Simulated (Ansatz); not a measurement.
**Question.** Name crystals whose computed values (plane-wave PAW r²SCAN (Ansatz code)) fall in these windows: electron conductivity mass (mₑ) 0.26 to 0.39; HSE06 gap (eV) 0.72 to 1.0.

**Answer.** 

```
crystal                                              electron conductivity mass (mₑ)  HSE06 gap (eV)
---------------------------------------------------  -------------------------------  --------------
BaTiS3, P6_3cm (Pearson symbol hP30)                                            0.33            0.91
SiGe, wurtzite                                                                  0.28            0.98
SiGe, Pmma (Si on 2e, Si on 2f, Ge on 2e, Ge on 2f)                             0.28            0.92
Si, P6_3/mmc (Si on 4f)                                                         0.27            0.97
```
Others may fit too.

Typed or built starts, not in the databases checked: BaTiS3, P6_3cm (Pearson symbol hP30); SiGe, Pmma (Si on 2e, Si on 2f, Ge on 2e, Ge on 2f). Not the usual ambient phase: Si, P6_3/mmc (Si on 4f). Standing as an ambient phase not checked: SiGe, wurtzite. Began spin-polarised and lost the moments: BaTiS3, P6_3cm (Pearson symbol hP30). All cells were relaxed under the symmetry of their starts (and spin orders); stability against distortions was not tested throughout. Spin–orbit coupling is left out wherever it is not named.

Potentials: the later of the program's two PAW sets.
